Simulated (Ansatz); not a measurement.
Input file for Ansatz (an electronic-structure program):

Ansatz 0.2 input:
```yaml
crystal:
  lattice:
    - [0.0, 1.8044013693, 1.8044013693]
    - [1.8044013693, 0.0, 1.8044013693]
    - [1.8044013693, 1.8044013693, 0.0]
  atoms:
    - { symbol: B, position: [0.0, 0.0, 0.0] }
    - { symbol: N, position: [0.25, 0.25, 0.25] }
kpoints:
  mp_grid: { grid: [10, 10, 10] }
hamiltonian:
  xc: hse06
  pseudopotentials: { azcp: { folder: ./paw }, kind: paw }
scf:
  n_extra_bands: 6
  occupations: { method: fixed }
output:
  eigenvalues: true
  eigenstates:
    e_range: [-9.0, 15.5]
    kpoints:
      - [0.0, 0.0, 0.0]  # VBM
      - [0.0, 0.5, 0.5]  # CBM
      - [0.0, 0.0, 0.0]  # GAMMA
      - [0.5, 0.0, 0.5]  # X
      - [0.5, 0.5, 0.5]  # L
      - [0.5, 0.25, 0.75]  # W
      - [0.375, 0.375, 0.75]  # K
      - [0.625, 0.25, 0.625]  # U
```

Output (shortened):

```
Pseudopotentials: kind: paw
Pseudopotential: B, paw, valence charge 3
Pseudopotential: N, paw, valence charge 5
Functional definition: HSE06
davidson cushion auto → on  (no smearing: the cushion is to keep the highest requested band from converging to the state above it …
Crystal: 2 atoms, lattice volume = 11.750 Å³
Basis set: ecut = 420 eV, 259 PW (Γ)
Bands: 10, of which v1, the nominal top of the filled ones, is band 4 counted from 1 (3 counted from 0)
Symmetry: 24 space group operations
Space group: F-43m (ITA 216), of the structure as read, at distance tolerance 2.3e-5 Å
k-points: 47 of 1000 (time reversal used)
PAW frozen core: B, regenerated for the run's functional, and the local potential with it
PAW frozen core: N, regenerated for the run's functional, and the local potential with it
Initial density: superposition of atomic densities (chi_scale 0.1, normalization cell, long waves kept (reshape's long-wave potential 0.00 eV rms))
Initial wavefunctions: pseudopotential atomic-orbital guess
Eigensolver: davidson
Functional: x = pbe(κ = 0.804, μ = 0.2195149727645171), c = pbe(β = 0.06672455060314922), warm-up for x = pbe(κ = 0.804, μ = 0.2195149727645171) + 0.25 (exact …
SCF iter   1: F=—  HF=-542.936315 eV  |F-HF|=—  |Δ(HF+E_count)|=         —  Δρ=1.46e-1  dr2=2.04e0  ethr=1.00e-1  ⟨swp⟩=4.3  Hψ=1741  notcnv=0
preconditioner: auto → none
SCF iter   2: F=—  HF=-542.331072 eV  |F-HF|=—  |Δ(HF+E_count)|=   6.05e-1  Δρ=6.36e-2  dr2=2.59e-1  ethr=2.55e-2  ⟨swp⟩=2.1  Hψ=1133  notcnv=0
SCF iter   3: F=—  HF=-542.280907 eV  |F-HF|=—  |Δ(HF+E_count)|=   5.02e-2  Δρ=2.30e-2  dr2=3.65e-2  ethr=3.23e-3  ⟨swp⟩=2.0  Hψ=1128  notcnv=0
iter 4 solved again at ethr=4.98e-6 eV; its pass at ethr=4.56e-4 eV (dr2=3.98e-4 eV) is discarded
SCF iter   4: F=-542.278287 eV  HF=-542.278177 eV  |F-HF|=1.10e-4  |Δ(HF+E_count)|=   2.73e-3  Δρ=3.05e-3  dr2=3.85e-4  ethr=4.98e-6  ⟨swp⟩=2.8  Hψ=2330  notcnv=0  defer=2
SCF 1 stopped early in 4 iterations: F = -542.278287 eV  dr2 = 3.85e-4
Crystal: 2 atoms, lattice volume = 11.750 Å³
Initial density: handed on by an earlier stage of this run
Initial wavefunctions: those handed on with the density
Functional: x = pbe(κ = 0.804, μ = 0.2195149727645171) + 0.25 (exact − pbe) at short range (hse, ω = 0.20786987370883472 Å⁻¹), c = pbe(β = 0.06672455060314922); HSE06 as pw.x's `hse` composes it (authors' and Libxc's form: `xc: wpbeh`)
Exchange kernel: α = 0.2500, screened, ω = 0.2079 Å⁻¹, Wigner–Seitz truncation, v(0) = 1046.8166 eV·Å³, q-mesh 10×10×10, nearest image of the exchange …
Frozen-core exchange: fock
SCF iter   1: F=—  HF=-542.459472 eV  |F-HF|=—  |Δ(HF+E_count)|=         —  Δρ=1.19e-2  dr2=7.85e-3  ethr=4.82e-5  ⟨swp⟩=4.3  Hψ=1977  notcnv=0
preconditioner: auto → none
SCF iter   2: F=—  HF=-542.456790 eV  |F-HF|=—  |Δ(HF+E_count)|=   2.68e-3  Δρ=5.64e-3  dr2=1.38e-3  ethr=4.82e-5  ⟨swp⟩=2.6  Hψ=1167  notcnv=0
SCF iter   3: F=—  HF=-542.458295 eV  |F-HF|=—  |Δ(HF+E_count)|=   1.50e-3  Δρ=9.67e-4  dr2=6.02e-5  ethr=1.57e-5  ⟨swp⟩=2.3  Hψ=1140  notcnv=0
SCF iter   4: F=-542.458274 eV  HF=-542.458275 eV  |F-HF|=1.41e-7  |Δ(HF+E_count)|=   2.02e-5  Δρ=6.64e-5  dr2=1.40e-6  ethr=6.70e-7  ⟨swp⟩=2.9  Hψ=1179  notcnv=0
SCF 2 stopped early in 4 iterations: F = -542.458274 eV  dr2 = 1.40e-6
hybrid outer 1: dexx = +2.060e-3 eV, tail = 7.37e-6 eV
Crystal: 2 atoms, lattice volume = 11.750 Å³
Exchange kernel: α = 0.2500, screened, ω = 0.2079 Å⁻¹, Wigner–Seitz truncation, v(0) = 1046.8166 eV·Å³, q-mesh 10×10×10, nearest image of the exchange …
Frozen-core exchange: fock
SCF iter   1: F=—  HF=-542.458299 eV  |F-HF|=—  |Δ(HF+E_count)|=         —  Δρ=6.85e-5  dr2=3.48e-7  ethr=4.61e-7  ⟨swp⟩=2.3  Hψ=1142  notcnv=0
preconditioner: auto → none
iter 2 solved again at ethr=4.03e-11 eV; its pass at ethr=3.53e-9 eV (dr2=3.23e-9 eV) is discarded
SCF iter   2: F=-542.458298 eV  HF=-542.458298 eV  |F-HF|=3.87e-9  |Δ(HF+E_count)|=   4.94e-8  Δρ=1.10e-5  dr2=1.05e-8  ethr=4.03e-11  ⟨swp⟩=2.9  Hψ=2575  notcnv=0
SCF 3 converged in 2 iterations: F = -542.458298 eV  dr2 = 1.05e-8
hybrid outer 2: dexx = +8.348e-8 eV, tail = 2.58e-8 eV, Δε = 1.73e-3 eV (about 1.27e-4 eV left of the loop's levels)
the search or the solves at the SCF's close seem to have found levels that the self-consistency loop had missed (the run counts 1) …
NSCF: frozen V_eff on 8 k-points
hybrid SCF converged: 2 outer / 6 inner (+4 warm-up), last move |dexx| = 8.35e-8 eV, tail = 2.58e-8 eV
Stability not checked (fock_operator)
Free energy (F): -542.458299 eV
Frozen-core exchange: fock
Harris-Foulkes:  -542.458299 eV  (|F-HF|=3.87e-9)
Internal energy: -542.458299 eV  (E = F + TS)
E sigma→0 (E₀):  -542.458299 eV
Fermi energy:    10.388082 eV
--- Per-component energies (eV) ---
  E_band       = 14.137877
  E_kinetic    = 183.894655
  E_local      = -157.403798  (includes V_loc(G=0)·N_el)
  E_nonlocal   = 41.315202
  E_hartree    = 48.866742
  E_xc         = -75.549957
  E_vxc        = -92.518867  (∫ρ·V_xc dr)
  E_exx        = -19.581541  (= α·E_x^exact, valence–valence)
  E_paw        = -204.965761  (= ΣΔE_a)
  E_vpaw       = -19.720933  (= ΣTr[D̂ρ^β])
  E_aug_tail   = 0.000952  (compensation charges beyond the density's cutoff)
  E_ewald      = -359.000090
  E_core_change = -0.034703  (= ΣΔE_core)
  E_smearing   =  0.000000  (= −TS)
  E_closure    =  0.000000  (closes the sum)
  Σ components = -542.458299   (vs F -542.458299, Δ=0.00e0)
  [band-id]    e_kinetic+e_local+e_nonlocal+2·e_hartree+e_vxc+2·e_exx+e_vpaw+e_augmentation_tail = 14.137614   (vs E_band 14.137877, Δ=-2.63e-4)
--- Band table (eV; the first three rows and the last of 47) ---
  k-point 0: bands = ["-11.7709", "10.3881", "10.3881", "10.3881", "20.9780", "20.9780", "20.9780", "22.5843", "37.1641", "40.1674"]
  k-point 1: bands = ["-11.5077", "9.0189", "10.1171", "10.1171", "21.2368", "21.3928", "21.3928", "23.4630", "36.8261", "37.4535"]
  k-point 2: bands = ["-10.7333", "6.0509", "9.4993", "9.4993", "21.6072", "22.2490", "22.2490", "25.2784", "35.9438", "35.9438"]
  k-point 46: bands = ["-5.4420", "1.7017", "3.2137", "3.5166", "20.7647", "25.2577", "26.7015", "28.6766", "32.3127", "38.5927"]
  band table: 10 of 10 bands, residual norms ≤ 1.0e-3 eV
```

Cost: roughly 30 core-seconds on shared cores.

The points marked VBM and CBM come from a semilocal run.

The r²SCAN relaxation kept the symmetry of its start; phonons on a q-mesh show no instability.

Potentials: the earlier of the program's two PAW sets.

Ansatz is a plane-wave DFT program.
